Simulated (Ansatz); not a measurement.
MoPt3:
```
CELL_PARAMETERS angstrom
      2.75657     0.00000     0.00000
      0.00000     4.50307     0.00000
      0.00000     0.00000     4.83021
ATOMIC_POSITIONS crystal
  Mo 0.00000 0.00000 0.15854
  Pt 0.50000 0.50000 0.33848
  Pt 0.50000 0.00000 0.65690
  Pt 0.00000 0.50000 0.84608
```

Relaxed with PBEsol. Special points in fractions of this cell's reciprocal vectors: Γ (0.000, 0.000, 0.000); X (0.500, 0.000, 0.000); S (0.500, 0.500, 0.000); Y (0.000, 0.500, 0.000); Z (0.000, 0.000, 0.500); U (0.500, 0.000, 0.500); R (0.500, 0.500, 0.500); T (0.000, 0.500, 0.500).

Problem. List the band energies nearest the Fermi level at these points for PBEsol with spin–orbit coupling in the plane-wave PAW code Ansatz.

Solution. In eV from the Fermi level; about four levels below and three above (degenerate sets whole), none deeper than 8.9 eV; points with the same levels are listed once.

```tsv
k	below	above
Γ	-0.50 -0.50 -0.20 -0.20	0.88 0.88 2.09 2.09
X	-1.40 -1.40 -0.26 -0.26	0.05 0.05 0.19 0.19
S	-1.50 -1.50 -0.14 -0.14	0.43 0.43 0.59 0.59
Y	-0.22 -0.22 -0.06 -0.06	0.22 0.22 1.35 1.35
Z	-0.75 -0.75 -0.28 -0.28	0.95 0.95 2.15 2.15
U	-0.29 -0.29 -0.20 -0.20	0.43 0.43 0.70 0.70
R	-0.37 -0.37 -0.12 -0.12	0.02 0.02 0.08 0.08
T	-1.07 -1.07 -0.31 -0.31	0.04 0.04 0.97 0.97
```

Space group Pmm2. The first step of the workflow began from a Materials Project structure, measured or hypothetical; the Crystallography Open Database copy checked does not list it. With Mo and Pt taken as one species the cell has the higher symmetry P6_3/mmc, so it may be an ordered model of a mixed-site phase. Its standing as an ambient phase is unchecked. Symmetry was held in the PBEsol relaxation; whether a distortion lowers the energy is not shown. No spin polarisation was allowed.

Potentials: the later of the program's two PAW sets.
